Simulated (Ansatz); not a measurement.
Input:

SiGe:
```
SiGe
1.0
    1.96221     1.13288     6.39973
   -1.96221     1.13288     6.39973
    0.00000    -2.26576     6.39973
Si Ge
2 2
Direct
  0.93882   0.93882   0.93882
  0.06118   0.06118   0.06118
  0.43597   0.43597   0.43597
  0.56403   0.56403   0.56403
```

This is the r²SCAN-relaxed structure. x, y and z are the axes in which the lattice vectors are written.

**Question.** All from the program Ansatz at the r²SCAN level (PAW), unless another level is named. Predict the electron effective mass with spin–orbit coupling.

**Answer.** 0.11, 0.22, 1.3 mₑ (principal values).

**Question.** Predict the gap with spin–orbit coupling.

**Answer.** 0.59 eV.

**Question.** What about the band gap?

**Answer.** 0.65 eV (indirect).

**Question.** Next, the formation energy from the elements (no fitted shifts)?

**Answer.** 0.008 eV/atom.

**Question.** Predict the hole effective mass, band 2 of 2 at the edge.

**Answer.** 0.070 along x, 0.56 along z (mₑ).

**Question.** And the conduction-band minimum?

**Answer.** at F (3 equivalent valleys).

Space group R-3m. The start of the workflow was typed in or built on a structure type; neither database checked (COD, Materials Project) lists it. Its standing as an ambient phase is unchecked. The cell was relaxed with r²SCAN under the symmetry of its start; its stability against distortions is not shown here. The references are the lowest solids computed at this level, not always the standard phases. Scalar-relativistic: spin–orbit coupling is off unless named, which matters more the heavier the elements.

Potentials: the later of the program's two PAW sets.
